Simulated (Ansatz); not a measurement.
Geometry optimisation in Ansatz: input, command and trajectory.

```yaml
crystal:
  lattice:
    - [5.3257839775, 0.0, 0.0]
    - [0.0, 7.6887429159, 0.0]
    - [0.0, 0.0, 8.1923210244]
  atoms:
    - { symbol: Si, position: [0.25, 0.2050065744, 0.1081019841] }
    - { symbol: Si, position: [0.75, 0.7949934256, 0.8918980159] }
    - { symbol: Si, position: [0.75, 0.2050065744, 0.8918980159] }
    - { symbol: Si, position: [0.25, 0.7949934256, 0.1081019841] }
    - { symbol: Si, position: [0.25, 0.5, 0.38540509] }
    - { symbol: Si, position: [0.75, 0.5, 0.61459491] }
    - { symbol: O, position: [0.0, 0.2474009103, 0.0] }
    - { symbol: O, position: [0.5, 0.7525990897, 0.0] }
    - { symbol: O, position: [0.0, 0.7525990897, 0.0] }
    - { symbol: O, position: [0.5, 0.2474009103, 0.0] }
    - { symbol: O, position: [0.25, 0.0, 0.1618297543] }
    - { symbol: O, position: [0.75, 0.0, 0.8381702457] }
    - { symbol: O, position: [0.25, 0.3258439657, 0.2710014367] }
    - { symbol: O, position: [0.75, 0.6741560343, 0.7289985633] }
    - { symbol: O, position: [0.75, 0.3258439657, 0.7289985633] }
    - { symbol: O, position: [0.25, 0.6741560343, 0.2710014367] }
    - { symbol: O, position: [0.5, 0.5, 0.5] }
    - { symbol: O, position: [0.0, 0.5, 0.5] }
basis:
  ecutwfc: 500
kpoints:
  mp_grid: { grid: [4, 4, 4] }
hamiltonian:
  xc: r2scan
scf:
  occupations: { method: gaussian, width: 0.02 }
output:
  forces: true
  stress: true
  eigenvalues: true
relax:
  adjacent_minimum: "off"
  f_tol: 0.01
  max_steps: 30
  cell: { stress_tol: 0.1, fix: [volume] }
```

```bash
ansatz run input.yaml --threads 4 --pin off --max-ram 10240MiB --backend cpu --events-out ev --progress --plain --runs-dir out
```

Level of theory: DFT r2SCAN, scalar-relativistic, plane waves, PAW (Ansatz).

The volume is held at 1.06 times that of the relaxed cell.

Of 6 frames 5 are shown, positions in Å and forces in eV/Å; the SCF threshold varies from step to step. Steps run on the plane waves of an earlier cell, with a Pulay correction in the pressure. The basis is chosen afresh for the last frame, the zero of the energies, and at times for earlier ones too; energy and pressure can step there, also at an unchanged geometry. Where two frames share a geometry here, they differ by under 2 meV/atom and 0.3 GPa.

```xyz
18
Lattice="5.3258 0.0000 0.0000 0.0000 7.6887 0.0000 0.0000 0.0000 8.1923" Properties=species:S:1:pos:R:3:forces:R:3 pbc="T T T" step=1 free_energy_over_end_meV_per_atom=1.42 pressure_GPa=-6.29
Si    1.3314    1.5762    0.8856    0.0000   -0.0233   -0.0431
Si    3.9943    6.1125    7.3067    0.0000    0.0233    0.0431
Si    3.9943    1.5762    7.3067    0.0000   -0.0233    0.0431
Si    1.3314    6.1125    0.8856    0.0000    0.0233   -0.0431
Si    1.3314    3.8444    3.1574    0.0000    0.0000   -0.0213
Si    3.9943    3.8444    5.0350    0.0000    0.0000    0.0213
O     0.0000    1.9022    0.0000    0.0000   -0.1864    0.0000
O     2.6629    5.7865    0.0000    0.0000    0.1864    0.0000
O     0.0000    5.7865    0.0000    0.0000    0.1864    0.0000
O     2.6629    1.9022    0.0000    0.0000   -0.1864    0.0000
O     1.3314    0.0000    1.3258    0.0000    0.0000   -0.2442
O     3.9943    0.0000    6.8666    0.0000    0.0000    0.2442
O     1.3314    2.5053    2.2201    0.0000    0.1062   -0.1340
O     3.9943    5.1834    5.9722    0.0000   -0.1062    0.1340
O     3.9943    2.5053    5.9722    0.0000    0.1062    0.1340
O     1.3314    5.1834    2.2201    0.0000   -0.1062   -0.1340
O     2.6629    3.8444    4.0962    0.0000    0.0000    0.0000
O     0.0000    3.8444    4.0962    0.0000    0.0000    0.0000
18
Lattice="5.3239 0.0000 0.0000 0.0000 7.6962 0.0000 0.0000 0.0000 8.1873" Properties=species:S:1:pos:R:3:forces:R:3 pbc="T T T" step=2 free_energy_over_end_meV_per_atom=0.88 pressure_GPa=-6.11
Si    1.3310    1.5747    0.8837    0.0000    0.0040   -0.0058
Si    3.9929    6.1215    7.3036    0.0000   -0.0040    0.0058
Si    3.9929    1.5747    7.3036    0.0000    0.0040    0.0058
Si    1.3310    6.1215    0.8837    0.0000   -0.0040   -0.0058
Si    1.3310    3.8481    3.1524    0.0000    0.0000    0.0101
Si    3.9929    3.8481    5.0349    0.0000    0.0000   -0.0101
O     0.0000    1.8966    0.0000    0.0000   -0.1424    0.0000
O     2.6620    5.7995    0.0000    0.0000    0.1424    0.0000
O     0.0000    5.7995    0.0000    0.0000    0.1424    0.0000
O     2.6620    1.8966    0.0000    0.0000   -0.1424    0.0000
O     1.3310    0.0000    1.3218    0.0000    0.0000   -0.1703
O     3.9929    0.0000    6.8655    0.0000    0.0000    0.1703
O     1.3310    2.5098    2.2139    0.0000    0.1043   -0.1010
O     3.9929    5.1864    5.9734    0.0000   -0.1043    0.1010
O     3.9929    2.5098    5.9734    0.0000    0.1043    0.1010
O     1.3310    5.1864    2.2139    0.0000   -0.1043   -0.1010
O     2.6620    3.8481    4.0936    0.0000    0.0000    0.0000
O     0.0000    3.8481    4.0936    0.0000    0.0000    0.0000
18
Lattice="5.3234 0.0000 0.0000 0.0000 7.7170 0.0000 0.0000 0.0000 8.1660" Properties=species:S:1:pos:R:3:forces:R:3 pbc="T T T" step=3 free_energy_over_end_meV_per_atom=0.16 pressure_GPa=-5.58
Si    1.3309    1.5719    0.8806    0.0000    0.0216    0.0288
Si    3.9926    6.1451    7.2854    0.0000   -0.0216   -0.0288
Si    3.9926    1.5719    7.2854    0.0000    0.0216   -0.0288
Si    1.3309    6.1451    0.8806    0.0000   -0.0216    0.0288
Si    1.3309    3.8585    3.1392    0.0000    0.0000    0.0913
Si    3.9926    3.8585    5.0267    0.0000    0.0000   -0.0913
O     0.0000    1.8784    0.0000    0.0000   -0.0111    0.0000
O     2.6617    5.8386    0.0000    0.0000    0.0111    0.0000
O     0.0000    5.8386    0.0000    0.0000    0.0111    0.0000
O     2.6617    1.8784    0.0000    0.0000   -0.0111    0.0000
O     1.3309    0.0000    1.3136    0.0000    0.0000    0.0486
O     3.9926    0.0000    6.8524    0.0000    0.0000   -0.0486
O     1.3309    2.5282    2.1947    0.0000   -0.0278   -0.0610
O     3.9926    5.1888    5.9713    0.0000    0.0278    0.0610
O     3.9926    2.5282    5.9713    0.0000   -0.0278    0.0610
O     1.3309    5.1888    2.1947    0.0000    0.0278   -0.0610
O     2.6617    3.8585    4.0830    0.0000    0.0000    0.0000
O     0.0000    3.8585    4.0830    0.0000    0.0000    0.0000
18
Lattice="5.3216 0.0000 0.0000 0.0000 7.7311 0.0000 0.0000 0.0000 8.1537" Properties=species:S:1:pos:R:3:forces:R:3 pbc="T T T" step=4 free_energy_over_end_meV_per_atom=0.01 pressure_GPa=-5.52
Si    1.3304    1.5666    0.8854    0.0000   -0.0116   -0.0138
Si    3.9912    6.1646    7.2683    0.0000    0.0116    0.0138
Si    3.9912    1.5666    7.2683    0.0000   -0.0116    0.0138
Si    1.3304    6.1646    0.8854    0.0000    0.0116   -0.0138
Si    1.3304    3.8656    3.1351    0.0000    0.0000   -0.0341
Si    3.9912    3.8656    5.0186    0.0000    0.0000    0.0341
O     0.0000    1.8610    0.0000    0.0000   -0.0012    0.0000
O     2.6608    5.8701    0.0000    0.0000    0.0012    0.0000
O     0.0000    5.8701    0.0000    0.0000    0.0012    0.0000
O     2.6608    1.8610    0.0000    0.0000   -0.0012    0.0000
O     1.3304    0.0000    1.3397    0.0000    0.0000    0.0170
O     3.9912    0.0000    6.8141    0.0000    0.0000   -0.0170
O     1.3304    2.5369    2.1867    0.0000    0.0172    0.0163
O     3.9912    5.1942    5.9671    0.0000   -0.0172   -0.0163
O     3.9912    2.5369    5.9671    0.0000    0.0172   -0.0163
O     1.3304    5.1942    2.1867    0.0000   -0.0172    0.0163
O     2.6608    3.8656    4.0769    0.0000    0.0000    0.0000
O     0.0000    3.8656    4.0769    0.0000    0.0000    0.0000
18
Lattice="5.3214 0.0000 0.0000 0.0000 7.7360 0.0000 0.0000 0.0000 8.1489" Properties=species:S:1:pos:R:3:forces:R:3 pbc="T T T" step=6 free_energy_over_end_meV_per_atom=0.00 pressure_GPa=-5.51
Si    1.3304    1.5643    0.8866    0.0000   -0.0010    0.0010
Si    3.9911    6.1717    7.2623    0.0000    0.0010   -0.0010
Si    3.9911    1.5643    7.2623    0.0000   -0.0010   -0.0010
Si    1.3304    6.1717    0.8866    0.0000    0.0010    0.0010
Si    1.3304    3.8680    3.1321    0.0000    0.0000    0.0058
Si    3.9911    3.8680    5.0168    0.0000    0.0000   -0.0058
O     0.0000    1.8550    0.0000    0.0000   -0.0006    0.0000
O     2.6607    5.8810    0.0000    0.0000    0.0006    0.0000
O     0.0000    5.8810    0.0000    0.0000    0.0006    0.0000
O     2.6607    1.8550    0.0000    0.0000   -0.0006    0.0000
O     1.3304    0.0000    1.3489    0.0000    0.0000    0.0002
O     3.9911    0.0000    6.8000    0.0000    0.0000   -0.0002
O     1.3304    2.5398    2.1843    0.0000   -0.0014   -0.0024
O     3.9911    5.1962    5.9646    0.0000    0.0014    0.0024
O     3.9911    2.5398    5.9646    0.0000   -0.0014    0.0024
O     1.3304    5.1962    2.1843    0.0000    0.0014   -0.0024
O     2.6607    3.8680    4.0745    0.0000    0.0000    0.0000
O     0.0000    3.8680    4.0745    0.0000    0.0000    0.0000
```

Time: 2.5 min on 4 threads of Intel(R) Xeon(R) Platinum 8175M CPU @ 2.50GHz (Skylake/Cascade Lake) (shared host), peak memory 1.9 GiB.